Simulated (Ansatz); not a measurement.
# Band structure of Sc

```
CELL_PARAMETERS angstrom
0.00000 2.27050 2.27050
2.27050 0.00000 2.27050
2.27050 2.27050 0.00000
ATOMIC_POSITIONS crystal
Sc 0.00000 0.00000 0.00000
```

The cell is COD entry 9008483, as deposited and not checked against the literature; nothing was relaxed.

Spin polarisation is left out, and whether a magnetic state lies lower isn't shown here.

The calculation used DFT, PBEsol, all-electron LAPW, scalar-relativistic (Ansatz 0.2.0).

The runs use a Γ-centred 12×12×12 k mesh, Fermi–Dirac smearing of 0.03 eV, basis error target 0.25 meV/atom, no spin polarisation.

Points in fractions of the reciprocal vectors of this cell: Γ (0, 0, 0), X (0.5, 0, 0.5), U (0.625, 0.25, 0.625), K (0.375, 0.375, 0.75), L (0.5, 0.5, 0.5), W (0.5, 0.25, 0.75). The path joins them by straight lines in the order Γ–X–U–K–Γ–L–W–X; legs that retrace an earlier one aren't tabulated. Energies are in eV from the Fermi level.

(1) Metal or insulator at this level of theory?

(2) Tabulate bands 1 to 8, counted from the lowest band of the run, along the path.

Results:

(1) No gap opens: metallic or semimetallic.

(2) 
```json
{"k (1/Å)": "0.00", "point": "Γ", "band 1": "-49.09", "band 2": "-27.56", "band 3": "-27.56", "band 4": "-27.56", "band 5": "-5.29", "band 6": "1.65", "band 7": "1.65", "band 8": "1.65"}
{"k (1/Å)": "0.20", "point": "", "band 1": "-49.09", "band 2": "-27.58", "band 3": "-27.57", "band 4": "-27.57", "band 5": "-5.11", "band 6": "1.49", "band 7": "1.73", "band 8": "1.73"}
{"k (1/Å)": "0.40", "point": "", "band 1": "-49.07", "band 2": "-27.65", "band 3": "-27.59", "band 4": "-27.59", "band 5": "-4.59", "band 6": "1.09", "band 7": "1.97", "band 8": "1.97"}
{"k (1/Å)": "0.59", "point": "", "band 1": "-49.05", "band 2": "-27.74", "band 3": "-27.62", "band 4": "-27.62", "band 5": "-3.79", "band 6": "0.57", "band 7": "2.01", "band 8": "2.37"}
{"k (1/Å)": "0.79", "point": "", "band 1": "-49.03", "band 2": "-27.84", "band 3": "-27.66", "band 4": "-27.66", "band 5": "-2.86", "band 6": "0.06", "band 7": "1.54", "band 8": "2.90"}
{"k (1/Å)": "0.99", "point": "", "band 1": "-49.01", "band 2": "-27.93", "band 3": "-27.70", "band 4": "-27.70", "band 5": "-2.08", "band 6": "-0.35", "band 7": "1.43", "band 8": "3.52"}
{"k (1/Å)": "1.19", "point": "", "band 1": "-49.00", "band 2": "-27.99", "band 3": "-27.72", "band 4": "-27.72", "band 5": "-1.71", "band 6": "-0.61", "band 7": "1.80", "band 8": "4.04"}
{"k (1/Å)": "1.38", "point": "X", "band 1": "-48.99", "band 2": "-28.01", "band 3": "-27.73", "band 4": "-27.73", "band 5": "-1.63", "band 6": "-0.71", "band 7": "2.10", "band 8": "4.09"}
{"k (1/Å)": "1.45", "point": "", "band 1": "-48.99", "band 2": "-28.00", "band 3": "-27.73", "band 4": "-27.73", "band 5": "-1.62", "band 6": "-0.70", "band 7": "2.05", "band 8": "4.06"}
{"k (1/Å)": "1.52", "point": "", "band 1": "-48.99", "band 2": "-28.00", "band 3": "-27.74", "band 4": "-27.72", "band 5": "-1.57", "band 6": "-0.67", "band 7": "1.91", "band 8": "3.97"}
{"k (1/Å)": "1.59", "point": "", "band 1": "-48.99", "band 2": "-27.99", "band 3": "-27.75", "band 4": "-27.72", "band 5": "-1.48", "band 6": "-0.63", "band 7": "1.73", "band 8": "3.84"}
{"k (1/Å)": "1.66", "point": "", "band 1": "-48.99", "band 2": "-27.98", "band 3": "-27.77", "band 4": "-27.72", "band 5": "-1.37", "band 6": "-0.57", "band 7": "1.53", "band 8": "3.68"}
{"k (1/Å)": "1.73", "point": "", "band 1": "-48.99", "band 2": "-27.96", "band 3": "-27.79", "band 4": "-27.71", "band 5": "-1.23", "band 6": "-0.52", "band 7": "1.32", "band 8": "3.50"}
{"k (1/Å)": "1.80", "point": "", "band 1": "-48.99", "band 2": "-27.95", "band 3": "-27.81", "band 4": "-27.70", "band 5": "-1.06", "band 6": "-0.47", "band 7": "1.12", "band 8": "3.31"}
{"k (1/Å)": "1.87", "point": "U", "band 1": "-48.99", "band 2": "-27.93", "band 3": "-27.83", "band 4": "-27.69", "band 5": "-0.88", "band 6": "-0.45", "band 7": "0.94", "band 8": "3.12"}
{"k (1/Å)": "1.99", "point": "", "band 1": "-48.99", "band 2": "-27.92", "band 3": "-27.84", "band 4": "-27.69", "band 5": "-0.78", "band 6": "-0.41", "band 7": "0.80", "band 8": "2.97"}
{"k (1/Å)": "2.11", "point": "", "band 1": "-48.99", "band 2": "-27.91", "band 3": "-27.84", "band 4": "-27.70", "band 5": "-0.68", "band 6": "-0.31", "band 7": "0.61", "band 8": "2.78"}
{"k (1/Å)": "2.24", "point": "", "band 1": "-48.99", "band 2": "-27.91", "band 3": "-27.83", "band 4": "-27.70", "band 5": "-0.62", "band 6": "-0.19", "band 7": "0.43", "band 8": "2.65"}
{"k (1/Å)": "2.36", "point": "", "band 1": "-48.99", "band 2": "-27.91", "band 3": "-27.83", "band 4": "-27.70", "band 5": "-0.62", "band 6": "-0.19", "band 7": "0.43", "band 8": "2.65"}
{"k (1/Å)": "2.48", "point": "", "band 1": "-48.99", "band 2": "-27.91", "band 3": "-27.84", "band 4": "-27.70", "band 5": "-0.68", "band 6": "-0.31", "band 7": "0.61", "band 8": "2.78"}
{"k (1/Å)": "2.60", "point": "", "band 1": "-48.99", "band 2": "-27.92", "band 3": "-27.84", "band 4": "-27.69", "band 5": "-0.78", "band 6": "-0.41", "band 7": "0.80", "band 8": "2.97"}
{"k (1/Å)": "2.72", "point": "K", "band 1": "-48.99", "band 2": "-27.93", "band 3": "-27.83", "band 4": "-27.69", "band 5": "-0.88", "band 6": "-0.45", "band 7": "0.94", "band 8": "3.12"}
{"k (1/Å)": "2.93", "point": "", "band 1": "-49.00", "band 2": "-27.89", "band 3": "-27.86", "band 4": "-27.66", "band 5": "-0.72", "band 6": "-0.21", "band 7": "0.52", "band 8": "2.65"}
{"k (1/Å)": "3.14", "point": "", "band 1": "-49.01", "band 2": "-27.91", "band 3": "-27.78", "band 4": "-27.63", "band 5": "-1.47", "band 6": "0.35", "band 7": "0.49", "band 8": "2.38"}
{"k (1/Å)": "3.35", "point": "", "band 1": "-49.03", "band 2": "-27.87", "band 3": "-27.71", "band 4": "-27.60", "band 5": "-2.54", "band 6": "0.42", "band 7": "1.16", "band 8": "2.33"}
{"k (1/Å)": "3.56", "point": "", "band 1": "-49.05", "band 2": "-27.79", "band 3": "-27.64", "band 4": "-27.58", "band 5": "-3.62", "band 6": "0.70", "band 7": "1.66", "band 8": "2.28"}
{"k (1/Å)": "3.77", "point": "", "band 1": "-49.07", "band 2": "-27.68", "band 3": "-27.60", "band 4": "-27.57", "band 5": "-4.50", "band 6": "1.11", "band 7": "1.84", "band 8": "1.94"}
{"k (1/Å)": "3.98", "point": "", "band 1": "-49.09", "band 2": "-27.59", "band 3": "-27.57", "band 4": "-27.56", "band 5": "-5.08", "band 6": "1.49", "band 7": "1.72", "band 8": "1.73"}
{"k (1/Å)": "4.19", "point": "Γ", "band 1": "-49.09", "band 2": "-27.56", "band 3": "-27.56", "band 4": "-27.56", "band 5": "-5.29", "band 6": "1.65", "band 7": "1.65", "band 8": "1.65"}
{"k (1/Å)": "4.36", "point": "", "band 1": "-49.09", "band 2": "-27.58", "band 3": "-27.56", "band 4": "-27.56", "band 5": "-5.15", "band 6": "1.54", "band 7": "1.70", "band 8": "1.70"}
{"k (1/Å)": "4.53", "point": "", "band 1": "-49.08", "band 2": "-27.65", "band 3": "-27.57", "band 4": "-27.57", "band 5": "-4.76", "band 6": "1.27", "band 7": "1.82", "band 8": "1.82"}
{"k (1/Å)": "4.70", "point": "", "band 1": "-49.06", "band 2": "-27.75", "band 3": "-27.58", "band 4": "-27.58", "band 5": "-4.15", "band 6": "0.93", "band 7": "1.88", "band 8": "1.88"}
{"k (1/Å)": "4.87", "point": "", "band 1": "-49.05", "band 2": "-27.86", "band 3": "-27.60", "band 4": "-27.60", "band 5": "-3.39", "band 6": "0.60", "band 7": "1.81", "band 8": "1.81"}
{"k (1/Å)": "5.04", "point": "", "band 1": "-49.03", "band 2": "-27.95", "band 3": "-27.61", "band 4": "-27.61", "band 5": "-2.62", "band 6": "0.39", "band 7": "1.68", "band 8": "1.68"}
{"k (1/Å)": "5.21", "point": "", "band 1": "-49.02", "band 2": "-28.01", "band 3": "-27.62", "band 4": "-27.62", "band 5": "-2.05", "band 6": "0.32", "band 7": "1.57", "band 8": "1.57"}
{"k (1/Å)": "5.39", "point": "L", "band 1": "-49.02", "band 2": "-28.04", "band 3": "-27.62", "band 4": "-27.62", "band 5": "-1.84", "band 6": "0.34", "band 7": "1.53", "band 8": "1.53"}
{"k (1/Å)": "5.53", "point": "", "band 1": "-49.01", "band 2": "-28.03", "band 3": "-27.63", "band 4": "-27.62", "band 5": "-1.75", "band 6": "0.26", "band 7": "1.46", "band 8": "1.59"}
{"k (1/Å)": "5.67", "point": "", "band 1": "-49.01", "band 2": "-28.01", "band 3": "-27.67", "band 4": "-27.63", "band 5": "-1.51", "band 6": "0.06", "band 7": "1.27", "band 8": "1.77"}
{"k (1/Å)": "5.81", "point": "", "band 1": "-49.01", "band 2": "-27.99", "band 3": "-27.72", "band 4": "-27.65", "band 5": "-1.15", "band 6": "-0.17", "band 7": "1.00", "band 8": "2.06"}
{"k (1/Å)": "5.95", "point": "", "band 1": "-49.00", "band 2": "-27.95", "band 3": "-27.77", "band 4": "-27.67", "band 5": "-0.71", "band 6": "-0.40", "band 7": "0.71", "band 8": "2.38"}
{"k (1/Å)": "6.08", "point": "", "band 1": "-49.00", "band 2": "-27.92", "band 3": "-27.82", "band 4": "-27.70", "band 5": "-0.57", "band 6": "-0.26", "band 7": "0.45", "band 8": "2.61"}
{"k (1/Å)": "6.22", "point": "", "band 1": "-48.99", "band 2": "-27.88", "band 3": "-27.86", "band 4": "-27.72", "band 5": "-0.69", "band 6": "0.08", "band 7": "0.28", "band 8": "2.64"}
{"k (1/Å)": "6.36", "point": "W", "band 1": "-48.99", "band 2": "-27.87", "band 3": "-27.87", "band 4": "-27.73", "band 5": "-0.72", "band 6": "0.22", "band 7": "0.22", "band 8": "2.61"}
{"k (1/Å)": "6.46", "point": "", "band 1": "-48.99", "band 2": "-27.90", "band 3": "-27.84", "band 4": "-27.73", "band 5": "-0.79", "band 6": "-0.02", "band 7": "0.50", "band 8": "2.70"}
{"k (1/Å)": "6.56", "point": "", "band 1": "-48.99", "band 2": "-27.93", "band 3": "-27.81", "band 4": "-27.73", "band 5": "-0.94", "band 6": "-0.23", "band 7": "0.80", "band 8": "2.94"}
{"k (1/Å)": "6.66", "point": "", "band 1": "-48.99", "band 2": "-27.95", "band 3": "-27.78", "band 4": "-27.73", "band 5": "-1.15", "band 6": "-0.40", "band 7": "1.12", "band 8": "3.26"}
{"k (1/Å)": "6.76", "point": "", "band 1": "-48.99", "band 2": "-27.98", "band 3": "-27.76", "band 4": "-27.73", "band 5": "-1.34", "band 6": "-0.53", "band 7": "1.45", "band 8": "3.58"}
{"k (1/Å)": "6.86", "point": "", "band 1": "-48.99", "band 2": "-27.99", "band 3": "-27.74", "band 4": "-27.73", "band 5": "-1.50", "band 6": "-0.63", "band 7": "1.76", "band 8": "3.85"}
{"k (1/Å)": "6.96", "point": "", "band 1": "-48.99", "band 2": "-28.00", "band 3": "-27.73", "band 4": "-27.73", "band 5": "-1.60", "band 6": "-0.69", "band 7": "2.00", "band 8": "4.03"}
{"k (1/Å)": "7.06", "point": "X", "band 1": "-48.99", "band 2": "-28.01", "band 3": "-27.73", "band 4": "-27.73", "band 5": "-1.63", "band 6": "-0.71", "band 7": "2.10", "band 8": "4.09"}
```
